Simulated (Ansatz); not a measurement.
input.yaml (Ansatz)

```yaml
crystal:
  lattice:
    - [3.0088626849, 0.0, 0.0]
    - [0.0, 3.0088626849, 0.0]
    - [0.0, 0.0, 3.0088626849]
  atoms:
    - { symbol: Hg, position: [0.0, 0.0, 0.0] }
hamiltonian:
  xc: r2scan
  pseudopotentials:
    kind: paw_fr
    azcp:
      Hg: "pseudopotentials/Hg.paw.azcp"
basis:
  ecutwfc: 500
  fft_grid_basis: typed
kpoints:
  mp_grid: { grid: [10, 10, 10], shift: [0, 0, 0] }
magnetization:
  noncollinear: true
  spin_orbit: true
scf:
  occupations: { method: fermi_dirac, width: 0.1 }
output:
  write_density: true
  write_potential: true
  elf: true
  volumetric_format: npy
```

and its output:

```
Engine: ansatz 0.2.0, x86_64-unknown-linux-gnu
Pseudopotentials: kind: paw_fr
Pseudopotential: Hg, paw_fr, valence charge 20, recommended cutoff 500 eV (meta_gga) 
Functional definition: r2SCAN
  parameter k0 = 0.174
  parameter k1 = 0.065
  parameter a1 = 4.9479
  exchange = r2scan_x(k0 = k0, k1 = k1, a1 = a1)
  correlation = r2scan_c
non-collinear run that drives no moment, with spin-orbit: no starting moment large enough to seed its density (crystal.atoms[].spin), no starting occupations that ask for one, no magnetisation constraint and no magnetic field, so the semilocal B_xc is pinned to zero
Crystal: 1 atoms, lattice volume = 27.240 Å³
Basis set: ecut = 500 eV, 739 PW (Γ), exchange–correlation on 96×96×96 points (64 copies of the dense FFT grid, shifted against one another)
Bands: 28, of which v1, the nominal top of the filled ones, is band 20 counted from 1 (19 counted from 0)
Symmetry: 48 space group operations + 48 with time reversal
Magnetic group: BNS 221.93 (UNI 1595), of the structure as read, at distance tolerance 3.0e-5 Å
k-points: 56 of 1000
Projection manifold: j_resolved (fully-relativistic pseudo-atomic orbitals)
Non-local potential: Hg, projectors of the file, l = 0: 3, l = 1: 4, l = 2: 4, l = 3: 2
PAW form: soft (Blöchl's): semilocal exchange-correlation on the pseudo side does not see the compensation charge
PAW frozen core: Hg, regenerated for the run's functional (the file was generated under x = pbe(κ = 0.804, μ = 0.2195149727645171), c = pbe(β = 0.06672455060314922))
PAW one-centre angular grid: Hg, 590 points (default); XC on 160 Gauss nodes
Initial density: superposition of atomic densities (chi_scale 0.1, normalization cell)
Initial wavefunctions: pseudopotential atomic-orbital guess
Functional: x = r2scan, c = r2scan; τ floored in thin density (d = 2e-4 eV/Å³)
iter 1 solved again at ethr=3.43e-4 eV; its pass at ethr=3.10e-3 eV (dr2=6.85e-2 eV) is discarded
SCF iter   1: F=—  HF=-13802.932429 eV  |F-HF|=—  |Δ(HF+E_count)|=         —  Δρ=1.63e-2  dr2=7.05e-2  dr2_τ=2.16e-3  dr2_m=0.00e0 (ungated)  ethr=3.43e-4  |M|=0.00e0 ∫|m|=0.00e0 μB  |m|>n=0.0e0 m-floor=0.0e0 τ_xc=0.0e0  β_m=0.30  ⟨swp⟩=1.5  Hψ=4742  notcnv=0
SCF iter   2: F=—  HF=-13802.924706 eV  |F-HF|=—  |Δ(HF+E_count)|=   7.72e-3  Δρ=8.98e-3  dr2=1.32e-2  dr2_τ=3.07e-4  dr2_m=0.00e0 (ungated)  ethr=3.43e-4  |M|=0.00e0 ∫|m|=0.00e0 μB  |m|>n=0.0e0 m-floor=0.0e0 τ_xc=0.0e0  β_m=0.43  ⟨swp⟩=2.8  Hψ=1307  notcnv=0
SCF iter   3: F=—  HF=-13802.929219 eV  |F-HF|=—  |Δ(HF+E_count)|=   4.51e-3  Δρ=3.61e-3  dr2=1.40e-3  dr2_τ=1.18e-4  dr2_m=0.00e0 (ungated)  ethr=6.60e-5  |M|=0.00e0 ∫|m|=0.00e0 μB  |m|>n=0.0e0 m-floor=0.0e0 τ_xc=0.0e0  β_m=0.56  ⟨swp⟩=2.7  Hψ=1178  notcnv=0  defer=4
SCF iter   4: F=—  HF=-13802.930435 eV  |F-HF|=—  |Δ(HF+E_count)|=   1.22e-3  Δρ=3.50e-4  dr2=2.03e-5  dr2_τ=4.88e-7  dr2_m=0.00e0 (ungated)  ethr=7.01e-6  |M|=0.00e0 ∫|m|=0.00e0 μB  |m|>n=0.0e0 m-floor=0.0e0 τ_xc=0.0e0  β_m=0.76  ⟨swp⟩=2.0  Hψ=1104  notcnv=0  defer=4
SCF iter   5: F=—  HF=-13802.930448 eV  |F-HF|=—  |Δ(HF+E_count)|=   1.29e-5  Δρ=7.33e-5  dr2=1.02e-6  dr2_τ=2.30e-8  dr2_m=0.00e0 (ungated)  ethr=1.01e-7  |M|=0.00e0 ∫|m|=0.00e0 μB  |m|>n=0.0e0 m-floor=0.0e0 τ_xc=0.0e0  β_m=0.88  ⟨swp⟩=2.0  Hψ=1103  notcnv=0  defer=4
SCF iter   6: F=-13802.930449 eV  HF=-13802.930449 eV  |F-HF|=6.18e-11  |Δ(HF+E_count)|=   9.10e-7  Δρ=7.91e-6  dr2=1.35e-8  dr2_τ=1.72e-10  dr2_m=0.00e0 (ungated)  ethr=5.00e-10  |M|=0.00e0 ∫|m|=0.00e0 μB  |m|>n=0.0e0 m-floor=0.0e0 τ_xc=0.0e0  ⟨swp⟩=5.9  Hψ=3145  notcnv=0
SCF 1 converged in 6 iterations: F = -13802.930449 eV  dr2 = 1.35e-8
SCF converged after 6 iterations
Magnetization: |M| = 0.0000 μB,  M = (+0.0000, +0.0000, +0.0000) μB
Absolute magnetization: 0.0000 μB (∫|m|)
  site 0: m = (+0.0000, +0.0000, +0.0000) μB, |m| = 0.0000 μB  (R = 1.24 Å)
Free energy (F): -13802.930449 eV
Harris-Foulkes:  -13802.930449 eV  (|F-HF|=6.18e-11)
Internal energy: -13802.923994 eV  (E = F + TS)
E sigma→0 (E₀):  -13802.927221 eV
Entropy (-TS):   -0.006455 eV (-6.455 meV/atom)
Fermi energy:    12.306165 eV
--- Per-component energies (eV) ---
  E_band       = -466.492098
  E_kinetic    = 605.039542
  E_local      = -2805.884470  (includes V_loc(G=0)·N_el)
  E_nonlocal   = 58.195059
  E_hartree    = 1200.505447
  E_xc         = -208.840953
  E_vxc        = -290.932210  (∫ρ·V_xc dr)
  E_paw        = -9936.056736  (= ΣΔE_a)
  E_vpaw       = -454.203654  (= ΣTr[D̂ρ^β])
  E_aug_tail   = 0.000373  (compensation charges beyond the density's cutoff)
  E_vtau       = 20.275906  (kinetic-family band-sum trace: ∫τ·v_τ [+ j·A + Jᵃ·Aᵃ] dr)
  E_ewald      = -2715.715677
  E_core_change = -0.166580  (= ΣΔE_core)
  E_smearing   = -0.006455  (= −TS)
  E_closure    = 0.000000  (closes the sum)
  Σ components = -13802.930449   (vs F -13802.930449, Δ=0.00e0)
--- Band table (eV; the first three rows and the last of 56) ---
  k-point 0: bands = ["-104.8436", "-104.8436", "-66.1226", "-66.1226", "-48.0527", "-48.0527", "-48.0527", "-48.0527", "3.4277", "3.4277", "3.4277", "3.4277", "3.6935", "3.6935", "5.8764", "5.8764", "5.8764", "5.8764", "6.7182", "6.7182", "21.0053", "21.0053", "22.9440", "22.9440", "22.9440", "22.9440", "26.1199", "26.1199"]
  k-point 1: bands = ["-104.8434", "-104.8434", "-66.1232", "-66.1232", "-48.0570", "-48.0570", "-48.0522", "-48.0522", "3.4384", "3.4384", "3.4895", "3.4895", "3.9097", "3.9097", "5.8404", "5.8404", "5.8629", "5.8629", "6.6721", "6.6721", "20.2131", "20.2131", "22.2392", "22.2392", "23.2207", "23.2207", "26.7552", "26.7552"]
  k-point 2: bands = ["-104.8431", "-104.8431", "-66.1247", "-66.1247", "-48.0683", "-48.0683", "-48.0509", "-48.0509", "3.4657", "3.4657", "3.5809", "3.5809", "4.5816", "4.5816", "5.8067", "5.8067", "5.8161", "5.8161", "6.5695", "6.5695", "17.6924", "17.6924", "22.6824", "22.6824", "23.9988", "23.9988", "27.0619", "27.0619"]
  k-point 55: bands = ["-104.8392", "-104.8392", "-66.1406", "-66.1406", "-48.1108", "-48.1108", "-48.1108", "-48.1108", "3.7040", "3.7040", "3.7040", "3.7040", "4.9948", "4.9948", "6.8623", "6.8623", "6.8623", "6.8623", "15.5048", "15.5048", "16.9987", "16.9987", "17.7682", "17.7682", "17.7682", "17.7682", "21.0657", "21.0657"]
```

Launched by

```sh
ansatz run input.yaml --threads 1 --pin off --max-ram 3584MiB --backend cpu --events-out ev --progress --plain --runs-dir out
```

On 1 thread of Intel(R) Xeon(R) Platinum 8259CL CPU @ 2.50GHz (Skylake/Cascade Lake) (shared host) this took about 24 s of wall time and 24 s of CPU time.
